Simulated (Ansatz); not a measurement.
**Computed properties of ZrTa**

ZrTa:
```cif
data_Ta4Zr4
_chemical_formula_sum 'Ta4 Zr4'
_space_group_name_H-M_alt 'Fm-3m'
_space_group_IT_number 225
_space_group_name_Hall '-F 4 2 3'
_cell_length_a 5.64265
_cell_length_b 5.64265
_cell_length_c 5.64265
_cell_angle_alpha 90.000
_cell_angle_beta 90.000
_cell_angle_gamma 90.000
loop_
_atom_site_label
_atom_site_type_symbol
_atom_site_symmetry_multiplicity
_atom_site_Wyckoff_symbol
_atom_site_fract_x
_atom_site_fract_y
_atom_site_fract_z
_atom_site_occupancy
Ta1 Ta 4 a 0.00000 0.00000 0.00000 1
Zr1 Zr 4 b 0.50000 0.50000 0.50000 1
```
(The calculation used a cell of 2 atoms; values per cell refer to that cell.)

Space group Fm-3m (No. 225), rock salt; conventional cell a = b = c = 5.643 Å, α = β = γ = 90.00°.

Method: r²SCAN in the plane-wave PAW code Ansatz. The cell and atoms are relaxed at this level. Other levels are named where they apply.

**Cell and energy**

```json
{
  "volume_per_atom": "22.46 Å³",
  "density": "10.06 g/cm³",
  "Formation energy from the elements (no fitted shifts)": "1.25 eV/atom"
}
```

**Electronic structure**

```json
{
 "electronic_character": "metallic (no gap)",
 "Density of states at the Fermi level": "2.0 states/eV per atom (mean over ±0.08 eV)",
 "Gap with spin–orbit coupling": "none (metallic)"
}
```

**Mechanics**

```json
{
 "Bulk modulus (Birch–Murnaghan fit)": "94.9 GPa",
 "Pressure derivative B′": "3.5",
 "Elastic constants (relaxed ions, GPa)": "C11 = 160, C12 = 65.9, C44 = -83.2",
 "mechanical_stability": "unstable (C has a negative eigenvalue)"
}
```

**Charges**

```json
{
 "bader_charges": "Ta -0.62, Zr +0.62 e"
}
```

The start of the workflow was typed in or built on a structure type; neither database checked (COD, Materials Project) lists it. Whether it is the stable phase at ambient conditions was not checked. The cell was relaxed with r²SCAN under the symmetry of its start. No spin polarisation was allowed. Its formation energy is positive at this level, so the cell may be metastable or incomplete. As this level gives no gap, shear constants depend on the k-mesh and smearing (Fermi–Dirac, 0.1 eV here). The references are the lowest solids computed at this level, not always the standard phases. Spin–orbit coupling is left out wherever it is not named.

Potentials: the later of the program's two PAW sets.
